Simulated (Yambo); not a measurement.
```xyz
2
Lattice="2.7653 0.0000 0.0000 -1.3827 2.3949 0.0000 0.0000 0.0000 4.4736" Properties=species:S:1:pos:R:3 pbc="T T T"
Re     0.0000     1.5966     1.1184
Re     1.3827     0.7983     3.3552
```

The geometry is that of Materials Project entry mp-8, symmetrised and not relaxed again.

**Question.** Where are the main features of Im ε from TDDFT with the adiabatic LDA kernel on LDA bands (Yambo; 21×21×12 mesh, 49 bands, 4 Ry local-field block, 0.25 eV broadening; field along x)?

**Answer.** Peaks at 2.6 eV (28), 4.2 eV (26), 10.5 eV (4.6), heights in brackets. Towards the low-energy cut the curve rises above these peaks. Only interband transitions are included: the Drude term is missing, so nothing below about 0.6 eV and no real part is shown. Structure narrower than a few tenths of an eV can come from the finite k mesh. Spin-orbit coupling is left out; for elements this heavy it splits bands near the Fermi level.
